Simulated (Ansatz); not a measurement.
**Does relaxation matter for the field gradients of PbS with hydrogen replacing S?**

Start: a supercell of PbS (rock salt type, Fm-3m) built from a COD entry (the entry's cell lengths or inner coordinates differ somewhat from later room-temperature determinations), with all atoms left at the host's positions.

```
Pb H S
1.0
     0.00000    8.89725    8.89725
     8.89725    0.00000    8.89725
     8.89725    8.89725    0.00000
Pb H S
27 1 26
Direct
  0.00000 0.00000 0.00000
  0.00000 0.00000 0.33333
  0.00000 0.00000 0.66667
  0.00000 0.33333 0.00000
  0.00000 0.33333 0.33333
  0.00000 0.33333 0.66667
  0.00000 0.66667 0.00000
  0.00000 0.66667 0.33333
  0.00000 0.66667 0.66667
  0.33333 0.00000 0.00000
  0.33333 0.00000 0.33333
  0.33333 0.00000 0.66667
  0.33333 0.33333 0.00000
  0.33333 0.33333 0.33333
  0.33333 0.33333 0.66667
  0.33333 0.66667 0.00000
  0.33333 0.66667 0.33333
  0.33333 0.66667 0.66667
  0.66667 0.00000 0.00000
  0.66667 0.00000 0.33333
  0.66667 0.00000 0.66667
  0.66667 0.33333 0.00000
  0.66667 0.33333 0.33333
  0.66667 0.33333 0.66667
  0.66667 0.66667 0.00000
  0.66667 0.66667 0.33333
  0.66667 0.66667 0.66667
  0.16667 0.16667 0.16667
  0.16667 0.16667 0.50000
  0.16667 0.16667 0.83333
  0.16667 0.50000 0.16667
  0.16667 0.50000 0.50000
  0.16667 0.50000 0.83333
  0.16667 0.83333 0.16667
  0.16667 0.83333 0.50000
  0.16667 0.83333 0.83333
  0.50000 0.16667 0.16667
  0.50000 0.16667 0.50000
  0.50000 0.16667 0.83333
  0.50000 0.50000 0.16667
  0.50000 0.50000 0.50000
  0.50000 0.50000 0.83333
  0.50000 0.83333 0.16667
  0.50000 0.83333 0.50000
  0.50000 0.83333 0.83333
  0.83333 0.16667 0.16667
  0.83333 0.16667 0.50000
  0.83333 0.16667 0.83333
  0.83333 0.50000 0.16667
  0.83333 0.50000 0.50000
  0.83333 0.50000 0.83333
  0.83333 0.83333 0.16667
  0.83333 0.83333 0.50000
  0.83333 0.83333 0.83333
```

Sites (sets of like atoms) are named by element and the number of their first atom in this list.

Level of theory: DFT, PBE, plane waves and PAW, scalar-relativistic, 420 eV cutoff, Γ-centred 2×2×2 k-points, Fermi–Dirac smearing 0.01 eV, cell charge +1 (Ansatz 0.2.0).

The largest force at the start is 0.22 eV/Å. Relaxing the ions at fixed cell moves them by 0.045 Å at most (atom 45, S) and 0.021 Å rms.

```
site  atom  moved (Å)  first shell before    first shell after  V_zz before (10²¹ V/m²)  η before
 Pb1     1      0.012       6 S at 2.97 Å   6 S at 2.96–2.97 Å                    0.008      0.00
 Pb2     2      0.006       5 S at 2.97 Å   5 S at 2.93–2.95 Å                    12.30      0.00
 Pb6     6      0.019       6 S at 2.97 Å   6 S at 2.96–2.98 Å                    -2.07      0.22
   H    28      0.000      6 Pb at 2.97 Å       6 Pb at 2.96 Å                     0.00         –
 S29    29      0.021      6 Pb at 2.97 Å  6 Pb at 2.95–2.97 Å                     0.60      0.87
 S32    32      0.009      6 Pb at 2.97 Å       6 Pb at 2.96 Å                    0.027      0.00
 S42    42      0.045      6 Pb at 2.97 Å  6 Pb at 2.93–3.01 Å                     1.34      0.00
```

Task: What are V_zz and η after the relaxation?

Result: 

```json
{"site": "Pb1", "atom": "1", "V_zz after": "-0.16", "η after": "0.00", "change of V_zz": "-0.17"}
{"site": "Pb2", "atom": "2", "V_zz after": "10.73", "η after": "0.00", "change of V_zz": "-1.57"}
{"site": "Pb6", "atom": "6", "V_zz after": "-1.95", "η after": "0.29", "change of V_zz": "+0.12"}
{"site": "H", "atom": "28", "V_zz after": "0.00", "η after": "–", "change of V_zz": "0.00"}
{"site": "S29", "atom": "29", "V_zz after": "-0.50", "η after": "0.70", "change of V_zz": "–"}
{"site": "S32", "atom": "32", "V_zz after": "-0.027", "η after": "0.00", "change of V_zz": "-0.05"}
{"site": "S42", "atom": "42", "V_zz after": "1.48", "η after": "0.00", "change of V_zz": "+0.14"}
```

The largest change of V_zz along a kept axis is on Pb2, from 12.30 to 10.73. In per cent, |V_zz| changes by -13 to -6 on Pb, +10 on S (all sites that start above 0.5, bar those whose gradient vanishes or changes sign or whose main axis turns by over 40°). On Pb6 V_xx and V_yy change places (or their axes turn by over 50°), so the two values of η hide a larger change. V_zz changes sign on S32 (same axis). On S29 the largest principal value lies along another axis in the second run, so the two V_zz can't be compared directly. Other sites without a gradient aren't listed.

The defect repeats with the cell of 54 atoms, so it feels its images: sites between two images don't show the values beside a lone defect, and zeros or small values of η there can come from the images' arrangement. A uniform background compensates the cell's charge. Spin–orbit coupling is left out, which shifts gradients on Pb by a few per cent in wide-gap crystals, and can shift them far more where the calculated gap is small or absent, as here.
Before: With a gap of 0.5 eV on this mesh, small gradients can still move by 0.1 × 10²¹ V/m² or more as the k-mesh gets denser. The neighbours have not yet relaxed around the defect (largest force 0.22 eV/Å), so a real crystal will differ.
After: The relaxation keeps the site symmetry m-3m of the start, so the impurity can't leave its site; a start off the site could end lower. With a gap of 0.6 eV on this mesh, small gradients can still move by 0.1 × 10²¹ V/m² or more as the k-mesh gets denser.
